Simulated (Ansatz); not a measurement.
Na (hcp (Mg type), space group No. 194) at seven volumes, LDA in the plane-wave PAW code Ansatz, shape and atoms relaxed at each. One row is withheld.

| V (Å³/atom) | P (GPa) |
|---|---|
| 30.365 | 1.02 |
| 31.366 | 0.63 |
| 32.367 | 0.29 |
| 33.368 | 0.00 |
| 34.369 | -0.25 |
| 35.370 | ? |
| 36.371 | -0.67 |

Task: Fit the shown pressures and predict the withheld one.

Result: P = (3/2)B₀(x^(7/2) − x^(5/2))[1 + (3/4)(B′ − 4)(x − 1)] with x = (V₀/V)^(2/3). Least squares on the six rows gives V₀ = 33.369 Å³/atom, B₀ = 9.1 GPa, B′ = 3.67. At V = 35.370, x = 0.9619 and P = -0.48 GPa. The run itself gave -0.47 GPa.

Space group P6_3/mmc (hcp (Mg type)). The first step of the workflow began from a Materials Project structure, measured or hypothetical; the Crystallography Open Database files this formula in space group No. 194, but the cells were not matched. It is not the phase usual at ambient conditions (space group No. 229). The LDA relaxation kept the symmetry of its start; of distortions, only those at the zone centre were tested.

Potentials: the later of the program's two PAW sets.
